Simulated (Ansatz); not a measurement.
**Question.** Write an Ansatz input for a single-point calculation of ReBi with PBE (scalar-relativistic), a cutoff of 420 eV (density cutoff 4 times that), a Γ-centred 10×10×10 mesh and Gaussian smearing of 0.05 eV, without spin polarisation. Forces, stress and eigenvalues are wanted. The structure:
```
CELL_PARAMETERS angstrom
0.0000000000 2.7979151146 2.7979151146
2.7979151146 0.0000000000 2.7979151146
2.7979151146 2.7979151146 0.0000000000
ATOMIC_POSITIONS crystal
Re 0.0000000000 0.0000000000 0.0000000000
Bi 0.2500000000 0.2500000000 0.2500000000
```

**Answer.** 
```yaml
crystal:
  lattice:
    - [0.0, 2.7979151146, 2.7979151146]
    - [2.7979151146, 0.0, 2.7979151146]
    - [2.7979151146, 2.7979151146, 0.0]
  atoms:
    - { symbol: Re, position: [0.0, 0.0, 0.0] }
    - { symbol: Bi, position: [0.25, 0.25, 0.25] }
basis:
  ecutwfc: 420
  ecutrho_ratio: 4
kpoints:
  mp_grid: { grid: [10, 10, 10] }
hamiltonian:
  xc: pbe
scf:
  occupations: { method: gaussian, width: 0.05 }
output:
  forces: true
  stress: true
  eigenvalues: true
```

Launched as:
```sh
ansatz run input.yaml --threads 2 --pin off --max-ram 2662MiB --backend cpu --events-out ev --progress --plain --runs-dir out
```

Run as written, it has 30 valence electrons, 869 plane waves at Γ, 24 symmetry operations and 47 irreducible k-points; it took 7 SCF iterations in all. Run time: 1.6 s on 2 threads of Arm Neoverse V2 (shared host), peak memory 0.34 GiB.

The structure was built from a prototype; whether the compound forms in it isn't claimed.
